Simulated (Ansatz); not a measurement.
Two inputs for TiO2 with nitrogen replacing O

Cell: a supercell of TiO2 (rutile type, P4_2/mnm) built from an entry of the Crystallography Open Database (COD), with all atoms left at the host's positions.

```cif
data_Ti12NO23
_symmetry_space_group_name_H-M 'Pmm2'
_symmetry_Int_Tables_number 25
_cell_length_a 6.4944
_cell_length_b 8.8722
_cell_length_c 6.4944
_cell_angle_alpha 90.000
_cell_angle_beta 90.000
_cell_angle_gamma 90.000
loop_
_atom_site_label
_atom_site_type_symbol
_atom_site_symmetry_multiplicity
_atom_site_Wyckoff_symbol
_atom_site_fract_x
_atom_site_fract_y
_atom_site_fract_z
Ti1 Ti 1 a 0.0000 0.0000 0.0000
Ti2 Ti 2 g 0.0000 0.3333 0.0000
Ti4 Ti 1 c 0.5000 0.0000 0.5000
Ti5 Ti 2 h 0.5000 0.3333 0.5000
Ti7 Ti 2 g 0.0000 0.1667 0.5000
Ti8 Ti 1 b 0.0000 0.5000 0.5000
Ti10 Ti 2 h 0.5000 0.1667 0.0000
Ti11 Ti 1 d 0.5000 0.5000 0.0000
N N 1 a 0.0000 0.0000 0.3050
O14 O 2 g 0.0000 0.3333 0.3050
O16 O 1 c 0.5000 0.0000 0.8050
O17 O 2 h 0.5000 0.3333 0.8050
O19 O 4 i 0.3050 0.1667 0.5000
O20 O 2 f 0.3050 0.5000 0.5000
O22 O 4 i 0.8050 0.1667 0.0000
O23 O 2 f 0.8050 0.5000 0.0000
O25 O 1 a 0.0000 0.0000 0.6950
O26 O 2 g 0.0000 0.3333 0.6950
O28 O 1 c 0.5000 0.0000 0.1950
O29 O 2 h 0.5000 0.3333 0.1950
```

One atom of each set is listed; the run and its k-mesh use a cell of 36 atoms with edges of 6.49, 6.49, 8.87 Å.

Reference run. Level of theory: DFT, PBE, plane waves and PAW, scalar-relativistic, collinear spin, 420 eV cutoff, Γ-centred 3×3×2 k-points, Fermi–Dirac smearing 0.01 eV (Ansatz 0.2.0). Start moments as typed (μB): 1 on each N, none on the rest.

(1) The input is changed as follows: `basis.ecutwfc`: not typed → 400 eV; `scf.occupations.width`: 0.01 → 0.2. What happens to V_zz (10²¹ V/m²) and η?

Answers

(1) 

```csv
site,V_zz reference,η reference,V_zz changed,η changed
Ti1,2.26,0.06,2.10,0.08
Ti5,-2.25,0.23,-2.32,0.28
Ti7,-3.80,0.78,-3.72,0.63
N,10.13,0.09,6.95,0.08
O16,2.32,0.87,2.25,0.81
O17,2.28,0.91,2.21,0.82
O19,1.99,0.99,1.90,0.80
O20,2.34,0.99,2.25,0.85
O23,2.39,0.98,2.28,0.84
O25,1.45,0.85,1.78,0.66
O26,2.17,0.60,2.13,0.67
O29,2.38,0.97,2.28,0.86
```

The largest change of V_zz is on N, from 10.13 to 6.95. In per cent, |V_zz| changes by -7 to +3 on Ti, -31 on N, -5 to +23 on O (all sites that start above 0.5). Where |V_zz| stays above 0.1, η moves most on O19, from 0.99 to 0.80. The table leaves out 8 of the 20 sites, with |V_zz| up to 2.51; their tensors move by 0.13 at most along any direction. The statements above cover all sites. The absolute magnetisation of the cell goes from 1.2 to 0.5 μB. SCF iterations: 15 and 25. New warnings: cutoff below recommended. In the changed run the cutoff of 400 eV lies below the one recommended for these PAW files and the smearing of 0.20 eV is wide against a gap of 0.1 eV, so its values aren't converged ones.

On the reference run: The defect repeats with the cell of 36 atoms, so it feels its images: sites between two images don't show the values beside a lone defect, and zeros or small values of η there can come from the images' arrangement. O and Ti carry a gradient in the pure host already, so the values there aren't the defect's effect alone. The cell keeps the host's lattice, where the PBE pressure is 7 GPa. The neighbours have not yet relaxed around the defect (largest force 0.81 eV/Å), so a real crystal will differ.
